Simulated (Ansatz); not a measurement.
## Structure optimisation: selenium, A15

These are results of DFT, PBEsol, plane waves (420 eV) with PAW, scalar-relativistic in Ansatz, not measurements. The PAW files were generated under PBE, with cores re-solved for the functional.

k-point mesh 5×5×5, Fermi-Dirac smearing 0.1 eV, no spin polarisation. Cell and atoms relax.

Starting structure:

```xyz
8
Lattice="5.5878 0.0000 0.0000 0.0000 5.5878 0.0000 0.0000 0.0000 5.5878" Properties=species:S:1:pos:R:3 pbc="T T T"
Se    0.0000    0.0000    0.0000
Se    2.7939    2.7939    2.7939
Se    1.3969    0.0000    2.7939
Se    4.1908    0.0000    2.7939
Se    2.7939    1.3969    0.0000
Se    2.7939    4.1908    0.0000
Se    0.0000    2.7939    1.3969
Se    0.0000    2.7939    4.1908
```

Task: What cell does the relaxation end in?

Result: Pm-3n with a = 5.395 Å; 19.63 Å³ per atom against 21.81 at the start (-10.0 %).

Task: How much energy does the relaxation gain?

Result: 48.5 meV per atom.

Path of the relaxation (the plane waves are chosen anew near the end, which can shift the energy a little):

```
step  E − E(final) (meV/atom)  V (Å³/atom)  P (GPa)  max force (eV/Å)
   0                    48.54       21.809    -6.46             0.000
   1                     9.58       18.772     3.88             0.000
   2                     0.15       19.807    -0.69             0.000
   3                    -0.26       19.643    -0.05             0.000
   4                    -0.26       19.629     0.00             0.000
   5                     0.00       19.629     0.00             0.000
```
